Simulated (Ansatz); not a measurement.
The end point of a relaxation of BaTiO3. Space group P4mm (No. 99). Computed with PBE (plane waves to 420 eV, PAW, scalar-relativistic; Ansatz, an electronic-structure program).

Space group P4mm (No. 99); a = b = 3.9852 Å, c = 4.2038 Å, α = β = γ = 90.00°

| atom | site | symmetry | x | y | z |
|---|---|---|---|---|---|
| Ba | 1b | 4mm | 0.5000 | 0.5000 | 0.5100 |
| Ti | 1a | 4mm | 0.0000 | 0.0000 | 0.0273 |
| O | 2c | 2mm. | 0.0000 | 0.5000 | 0.9788 |
| O | 1a | 4mm | 0.0000 | 0.0000 | 0.4582 |

Volume per atom: 13.35 Å³
Density: 5.80 g/cm³
Band gap: 1.85 eV, indirect (valence top at A, conduction bottom at Γ) (no spin-orbit coupling)
Smallest direct gap: 2.39 eV at Γ
Shortest distances: O–Ti 1.81 Å; Ba–O 2.80 Å; O–O 2.82 Å; Ba–Ti 3.47 Å
k-mesh: 8×8×8

Band energies at high-symmetry points (eV from the VBM; labels of this space group; no spin-orbit coupling), from −5 eV up to 3.8 eV:

```tsv
point	energies
Γ	-2.55 -2.43 -2.43 -1.74 -1.74 -1.35 -0.91 -0.54 -0.54 1.85 2.49 2.49
X	-4.03 -2.85 -2.84 -2.66 -1.96 -1.94 -1.69 -1.56 -1.31 2.55 3.46 3.57
M	-4.37 -4.06 -3.81 -2.95 -2.95 -2.01 -1.13 -1.13 -0.03 3.61 3.61
Z	-3.98 -2.80 -2.80 -2.17 -2.17 -2.03 -1.95 -0.70 -0.70 1.94 3.47 3.47
R	-4.22 -4.07 -3.73 -2.98 -2.57 -1.84 -1.16 -1.06 -0.50 3.50 3.52 3.76
A	-4.46 -3.80 -3.72 -2.70 -2.58 -2.58 -0.47 -0.47 0.00
```

No spin polarisation in the result.

The run could not lose the symmetry of its start.

It was reached from a disturbed copy of a Pm-3m (No. 221) cell (cubic perovskite type), against which it lies -0.011 eV/atom.

The first start was generated by placing the elements on the sites of a structure type. A measured structure of BaTiO3 has the same space group, P4mm (No. 99); the sites were not compared with it.
